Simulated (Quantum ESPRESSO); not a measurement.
```cif
data_Br3CsPb
_chemical_formula_sum 'Br3 Cs1 Pb1'
_space_group_name_H-M_alt 'P 1'
_space_group_IT_number 1
_cell_length_a 5.87841
_cell_length_b 5.87841
_cell_length_c 5.87841
_cell_angle_alpha 90.000
_cell_angle_beta 90.000
_cell_angle_gamma 90.000
loop_
_space_group_symop_operation_xyz
  'x, y, z'
loop_
_atom_site_label
_atom_site_type_symbol
_atom_site_fract_x
_atom_site_fract_y
_atom_site_fract_z
_atom_site_occupancy
Br1 Br 0.50000 0.50000 0.00000 1
Br2 Br 0.00000 0.50000 0.50000 1
Br3 Br 0.50000 0.00000 0.50000 1
Cs1 Cs 0.00000 0.00000 0.00000 1
Pb1 Pb 0.50000 0.50000 0.50000 1
```

Cell and atoms were relaxed with PBEsol from Materials Project entry mp-600089, within its symmetry.

Problem. What does PBE (Quantum ESPRESSO, PseudoDojo norm-conserving, 62 Ry, without SOC) give for the electronic structure near the Fermi level?

Solution. The PBE gap is direct, 1.55 eV at R. Spin-orbit coupling is left out; with 6p states at a band edge it can lower the gap by many tenths of an eV, most of a small gap. The cell is held in this high symmetry; tilts and polar distortions were not searched.
